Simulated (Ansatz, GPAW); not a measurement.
NbTe: programs and potentials compared

```
Te Nb
1.0
     3.70297    0.00000    0.00000
    -1.85149    3.20687    0.00000
     0.00000    0.00000    3.69421
Te Nb
1 1
Direct
  0.66667 0.33333 0.00000
  0.00000 0.00000 0.50000
```

The cell comes from a database or a generator and needn't be the stable form of this composition.

Alike in all runs: task band structure; functional PBEsol; k mesh 8 × 8 × 7; occupations fermi-dirac, width 0.05 eV; no spin polarisation; no spin-orbit coupling. Pressure is positive in compression and, in plane waves, holds the error of the finite cutoff, which Ansatz's Pulay term estimates and takes out.

| program and potentials | plane-wave cutoff (eV) | notes | pressure (GPa) |
| --- | --- | --- | --- |
| Ansatz, Ansatz PAW | 420 | potentials made for PBE, which Ansatz adapts in part; 14.5 valence electrons an atom on average; Pulay term of +0.03 GPa included | -5.25 |
| GPAW, PAW data sets generated for this functional | 600 | 9.5 valence electrons an atom on average | -6.12 |
| Ansatz, all-electron LAPW, scalar-relativistic | - | - | -5.25 |
| Ansatz, PAW datasets made for the crystal | 240 | 14.5 valence electrons an atom on average | -5.25 |

The pressure spans -6.12 (GPAW, PAW data sets generated for this functional) to -5.25 GPa (Ansatz, Ansatz PAW), with all-electron results at -5.25.

Differences between rows come from potentials, basis sets and numerical settings, since the functional is the same but for its coding. Runs on potential files found faulty are left out.
